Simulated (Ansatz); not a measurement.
Ir (fcc, Cu type)

```
CELL_PARAMETERS angstrom
      3.87085     0.00000     0.00000
      0.00000     3.87085     0.00000
      0.00000     0.00000     3.87085
ATOMIC_POSITIONS crystal
  Ir 0.00000 0.00000 0.00000
  Ir 0.50000 0.50000 0.00000
  Ir 0.50000 0.00000 0.50000
  Ir 0.00000 0.50000 0.50000
```

In this cell atom 3 (Ir, nearest neighbour Ir at 2.737 Å; its periodic images, 3.9 Å or more away, move with it) is moved by s along Cartesian [110], unit vector (0.707, 0.707, 0.000); all other atoms and the cell stay fixed.

The numbers are results of PBE (plane waves to 420 eV, PAW, scalar-relativistic; Ansatz, a first-principles code), not measurements. k mesh 10×10×10 (Γ-centred), Fermi-Dirac smearing 0.05 eV. E stands for the smeared free energy. Left out: 4 of 11 points, with atoms too close for the PAW data. With partly filled bands, energies and forces of such displacements shift with the k mesh and the smearing. Ir is run without spin polarisation. Ir was relaxed with its symmetry unable to fall. Spin-orbit coupling is left out, though Ir is heavy. The zero of ΔE is the undisplaced structure.

### Question
Predict the ΔE (eV/cell) at s (Å) = -0.492, -0.328, -0.164, 0.164, 0.328, 0.492.

### Answer
```tsv
s (Å)	ΔE (eV/cell)
-0.492	2.077
-0.328	0.803
-0.164	0.181
0.164	0.181
0.328	0.803
0.492	2.077
```

(For displaced atoms, the force is minus the slope of the energy, and its curvature is a force constant, which sets phonon frequencies.)
